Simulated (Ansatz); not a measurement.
# Is this TiSn3O8 structure a true minimum?

It was reached by relaxing an invented guess, and it needn't be the stable form of this composition.

Theory: DFT PBE, scalar-relativistic, plane waves, PAW (Ansatz). Cutoff 420 eV; k points 6×6×4 on the computed 12-atom cell (Γ-centred); Gaussian smearing, width 0.02 eV; no spin polarisation.

The cell below (12 atoms, space group Cmmm (No. 65)) is relaxed within its symmetry.

```yaml
crystal:
  lattice:
    - [3.37562, -3.38112, 0.00000]
    - [3.37562, 3.38112, 0.00000]
    - [0.00000, 0.00000, 6.36083]
  atoms:
    - { symbol: Ti, position: [0.00000, 0.00000, 0.00000] }
    - { symbol: Sn, position: [0.00000, 0.00000, 0.50000] }
    - { symbol: Sn, position: [0.50000, 0.50000, 0.24533] }
    - { symbol: Sn, position: [0.50000, 0.50000, 0.75467] }
    - { symbol: O, position: [0.70303, 0.70303, 0.00000] }
    - { symbol: O, position: [0.69377, 0.69377, 0.50000] }
    - { symbol: O, position: [0.81039, 0.18961, 0.23836] }
    - { symbol: O, position: [0.81039, 0.18961, 0.76164] }
    - { symbol: O, position: [0.29697, 0.29697, 0.00000] }
    - { symbol: O, position: [0.30623, 0.30623, 0.50000] }
    - { symbol: O, position: [0.18961, 0.81039, 0.23836] }
    - { symbol: O, position: [0.18961, 0.81039, 0.76164] }
```

For the test it was strained at random (σ = 1.5 % a component), the atoms were moved at random (σ = 0.05 Å), and all was relaxed again on a coarse 4×4×2 mesh (in the run’s order of axes) with 0.10 eV smearing, with no symmetry imposed.

Q: What happens?

A: It returns, within 1 meV/atom of the unmoved cell on that mesh and with the same symmetry when read at 0.1 Å (P-1 at 0.01 Å, so small strains and shifts remain). No instability shows in this cell; modes of other wave vectors, which need another repeat, aren't tested.
